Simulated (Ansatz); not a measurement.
MgO in space group P3m1 (No. 156; Pearson symbol hP12), plane-wave PAW PBEsol (Ansatz code), all energies at zero smearing, with the estimated change up to a 700 eV cutoff added, with one set of potentials and settings (totals compare only within such a set). Cell of 12 atoms (6 Mg, 6 O): -14853.698 eV.

| element | reference phase | E (eV/atom) |
|---|---|---|
| Mg | P6_3/mmc, 2 atoms in the cell | -1912.0525 |
| O | C2/m, 4 atoms in the cell, spin-polarised | -558.3609 |

Formation energy per atom, worked out: (-14853.698 − 6×(-1912.0525) − 6×(-558.3609))/12 = -2.601 eV/atom (-251 kJ per mol of atoms), at 0 K, without zero-point energy or fitted corrections.

The first step of the workflow began from a Materials Project structure, measured or hypothetical; the Crystallography Open Database copy checked does not list it. It is not the phase usual at ambient conditions (space group No. 225). The cell was relaxed with PBEsol under the symmetry of its start; whether a distortion lowers the energy is not shown. The references are the lowest solids computed at this level, not always the standard phases (solids in place of the gases).

Potentials: the earlier of the program's two PAW sets. The files were generated under PBE; for other functionals the program regenerates the frozen cores, and for LDA and PBEsol the local potential too.
